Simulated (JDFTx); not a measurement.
Reference run:

Al(100) slab cut from bulk Al (space group Fm-3m, indices of the conventional cell, lattice of the Materials Project entry mp-134, not re-optimised): 5 atoms in 5 planes, a 1x1 cell of 8.16 Å² (|a| = 2.856, |b| = 2.856 Å), 8.1 Å between the outermost planes, cell height 24.1 Å, 8×8×1 k mesh, Fermi smearing 0.01 Ha, no spin polarisation.

Reference level: PBE, GBRV ultrasoft potentials, plane waves to 20/100 Ha, in a modified build of JDFTx. Unrelaxed; liquid: linear PCM (GLSSA13), water, 1 M NaF. SHE scale: U = −μ/e − 4.44 V, by convention.

| density cutoff alone | work function (eV) | U_pzc (V) | mean C above U_pzc (μF/cm²) | k states × plane waves | cycles, vacuum run | rough core time, vacuum run |
|---|---|---|---|---|---|---|
| 80 Ha | 4.29 | -0.41 | 17 over 0.5 V | 15 × 5671 | 18 | 70 s |
| 100 Ha | 4.29 | -0.41 | 17 over 0.5 V | 15 × 5671 | 18 | 80 s |
| 130 Ha | 4.29 | -0.41 | 17 over 0.5 V | 15 × 5671 | 17 | 80 s |
| 200 Ha | 4.29 | -0.41 | 17 over 0.5 V | 15 × 5671 | 17 | 2 min |

The work function stays within 0.01 eV over all these settings; capacitances repeat to about ±0.2 μF/cm². The times are rough (shared hosts); only ratios past two mean anything.
